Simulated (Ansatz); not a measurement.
C:
Space group Fd-3m, origin choice 1 (No. 227); a = b = c = 3.560 Å, α = β = γ = 90.00°

```
atom  site  symmetry       x       y       z
----  ----  --------  ------  ------  ------
C       8a      -43m  0.0000  0.0000  0.0000
```
(The calculation used a cell of 2 atoms; values per cell refer to that cell.)

Relaxed with r²SCAN. 

HSE06 on this cell (Ansatz, a first-principles code, PAW) gives a gap of 5.30 eV. What does r²SCAN give?

4.36 eV.

Cost on shared cores: the r²SCAN run (SCF on a 13×13×13 mesh, then bands and DOS) around 8 core-seconds (rough), the HSE06 run (SCF on 10×10×10, then a few points) very roughly 60 core-seconds; the tasks are unlike.

The r²SCAN relaxation kept the symmetry of its start.

Potentials: the later of the program's two PAW sets.

Ansatz is a plane-wave DFT program.
